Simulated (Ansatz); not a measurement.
ScPd (CsCl type, Pm-3m), plane-wave PAW PBE (Ansatz code), all energies at zero smearing, with the estimated change up to a 700 eV cutoff added, with one set of potentials and settings (totals compare only within such a set). Cell of 2 atoms (1 Sc, 1 Pd): -9110.449 eV.

```json
[
 {"element": "Sc", "reference phase": "P6_3/mmc, 2 atoms in the cell", "E (eV/atom)": "-2135.8097"},
 {"element": "Pd", "reference phase": "Fm-3m, 1 atoms in the cell", "E (eV/atom)": "-6972.8544"}
]
```

Formation energy per atom, worked out: (-9110.449 − 1×(-2135.8097) − 1×(-6972.8544))/2 = -0.893 eV/atom (-86 kJ per mol of atoms), at 0 K, without zero-point energy or fitted corrections.

The first step of the workflow began from a Materials Project structure, measured or hypothetical; the Crystallography Open Database files this formula in space group No. 221, but the cells were not matched. Whether it is the stable phase at ambient conditions was not checked. Symmetry was held in the PBE relaxation; its stability against distortions is not shown here. The run is not spin-polarised. The references are the lowest solids computed at this level, not always the standard phases.

Potentials: the later of the program's two PAW sets.
